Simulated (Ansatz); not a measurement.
## LaPt3, first-principles data

LaPt3:
```cif
data_LaPt3
_chemical_formula_sum 'Pt3 La1'
_space_group_name_H-M_alt 'P 1'
_space_group_IT_number 1
_cell_length_a 4.21386
_cell_length_b 4.21386
_cell_length_c 4.21386
_cell_angle_alpha 90.000
_cell_angle_beta 90.000
_cell_angle_gamma 90.000
loop_
_space_group_symop_operation_xyz
  'x, y, z'
loop_
_atom_site_label
_atom_site_type_symbol
_atom_site_fract_x
_atom_site_fract_y
_atom_site_fract_z
_atom_site_occupancy
Pt1 Pt 0.00000 0.50000 0.50000 1
Pt2 Pt 0.50000 0.00000 0.50000 1
Pt3 Pt 0.50000 0.50000 0.00000 1
La1 La 0.00000 0.00000 0.00000 1
```

Space group Pm-3m (No. 221), Cu3Au type; conventional cell a = b = c = 4.214 Å, α = β = γ = 90.00°.

Method: plane-wave PAW r²SCAN (Ansatz code). Structure relaxed to zero pressure with the same functional. Other levels are named where they apply.

### Cell and energy

```json
{
 "volume_per_atom": "18.71 Å³",
 "density": "16.07 g/cm³",
 "Formation energy from the elements (no fitted shifts)": "-86 kJ/mol of atoms"
}
```

### Electronic structure

```json
{
  "electronic_character": "metallic (no gap)",
  "Density of states at the Fermi level": "0.57 states/eV per atom (mean over ±0.08 eV)",
  "Gap with spin–orbit coupling": "none (metallic)"
}
```

### Mechanics

```json
{
 "Bulk modulus (Birch–Murnaghan fit)": "156 GPa",
 "Pressure derivative B′": "5.0"
}
```

### Charges

```json
{
  "bader_charges": "Pt -0.53, La +1.58 e"
}
```

The workflow started from an entry of the Crystallography Open Database (COD). Its standing as an ambient phase is unchecked. Symmetry was held in the r²SCAN relaxation; its stability against distortions is not shown here. No spin polarisation was allowed. The references are the lowest solids computed at this level, not always the standard phases. Spin–orbit coupling is left out wherever it is not named.

Potentials: the later of the program's two PAW sets.
